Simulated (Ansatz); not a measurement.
Polymorphs of InSb, each relaxed with r²SCAN (plane waves, PAW; program Ansatz):

A: Pmmn, a = 5.859 Å, b = 5.915 Å, c = 3.208 Å, α = 90.00°, β = 90.00°, γ = 90.00°

B: rock salt (Fm-3m), a = b = c = 6.0884 Å, α = β = γ = 90.00°

C: Pmm2, a = c = 3.074 Å, b = 6.091 Å, α = β = γ = 90.00°

D: zinc blende (F-43m), a = b = c = 6.556 Å, α = β = γ = 90.00°

E: P6_222, a = b = 4.637 Å, c = 10.179 Å, α = β = 90.00°, γ = 120.00°

**Question.** Rank these by energy per atom at 0 K (lowest first), as r²SCAN gives it.

**Answer.** D (+0 meV/atom), E (+129 meV/atom), B (+199 meV/atom), A (+222 meV/atom), C (+289 meV/atom)

Typed or built starts, not in the databases checked: E. Not the usual ambient phase: A; B; C; E. All cells were relaxed under the symmetry of their starts (and spin orders); stability against distortions was not tested throughout. Scalar-relativistic: spin–orbit coupling is off unless named, which matters more the heavier the elements.

Energies hold the estimated change up to a 700 eV cutoff; steps of a few meV lie near the error of the meshes.

Potentials: the later of the program's two PAW sets.
